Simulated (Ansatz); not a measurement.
PbF2 built on the fluorite prototype, relaxed with r2SCAN, was run in the PAW code Ansatz under altered settings. All numbers are computed, without spin polarisation but where a row says otherwise.

```yaml
crystal:
  lattice:
    - [0.00000, 2.96044, 2.96044]
    - [2.96044, 0.00000, 2.96044]
    - [2.96044, 2.96044, 0.00000]
  atoms:
    - { symbol: Pb, position: [0.00000, 0.00000, 0.00000] }
    - { symbol: F, position: [0.25000, 0.25000, 0.25000] }
    - { symbol: F, position: [0.75000, 0.75000, 0.75000] }
```

The base run's other keys:
```yaml
kpoints:
  mp_grid: { grid: [4, 4, 4] }
hamiltonian:
  xc: hse06
scf:
  occupations: { method: fixed }
  n_extra_bands: 4
```

It takes 13 iterations with 965 plane waves at 420 eV and 8 k points, and leaves a mean stress of +1.19 GPa. The gap over this mesh is 5.728 eV. It ran on 4 threads of Arm Neoverse V2, with other jobs on the host.

Outcomes, with energy and stress as changes against the base:
```tsv
setting	outcome	ΔF (meV/atom)	Δ mean stress (GPa)	gap on the mesh (eV)	iterations	wall time
PBE hybrid, exx coeff 0.4, omega 0.5 1/Å	converged	–	-0.7	5.594	13	5.2 s
PBE hybrid, exx coeff 0.4, omega 0.2078 1/Å	converged	–	-0.9	6.524	14	5.4 s
PBE hybrid, exx coeff 0.4, unscreened	converged	–	-1.1	7.686	17	5.3 s
PBE hybrid, exx coeff 0.4, omega 0.1 1/Å	converged	–	-1.0	7.092	17	5.5 s
scf.convergence.dr2_threshold: 1e-12	converged	0.0	0.0	5.728	17	4.9 s
```
A dash marks a value that wasn't obtained or can't be compared. Stress is positive in compression. The base took 4.8 s.

- PBE hybrid, exx coeff 0.4, omega 0.5 1/Å. That is 40 % exact exchange, screened with ω = 0.5 1/Å, against HSE06's 25 % screened at 0.208 1/Å. The mean stress moves by -0.7 GPa and the gap on the mesh by -0.133 eV (to 5.594). Totals of different functionals aren't comparable.
- PBE hybrid, exx coeff 0.4, omega 0.2078 1/Å. That is 40 % exact exchange, screened with ω = 0.2078 1/Å, against HSE06's 25 % screened at 0.208 1/Å. The mean stress moves by -0.9 GPa and the gap on the mesh by +0.796 eV (to 6.524). Totals of different functionals aren't comparable.
- PBE hybrid, exx coeff 0.4, unscreened. That is 40 % exact exchange, at all ranges, against HSE06's 25 % screened at 0.208 1/Å. The mean stress moves by -1.1 GPa and the gap on the mesh by +1.959 eV (to 7.686). Totals of different functionals aren't comparable.
- PBE hybrid, exx coeff 0.4, omega 0.1 1/Å. That is 40 % exact exchange, screened with ω = 0.1 1/Å, against HSE06's 25 % screened at 0.208 1/Å. The mean stress moves by -1.0 GPa and the gap on the mesh by +1.364 eV (to 7.092). Totals of different functionals aren't comparable. The program warns that on this mesh the truncation of the exchange isn't bounded, so part of the change can be an error of the mesh.

Within 1 meV an atom, 0.1 GPa and 0.005 eV of the base stay: scf.convergence.dr2_threshold: 1e-12.

Spin-orbit coupling is left out, which matters wherever the heavy atoms make up the band edges.

The program warns that its thresholds are loose for a hybrid's stress.

The meshes of the hybrids are coarse, so their gaps aren't converged to the digits shown.
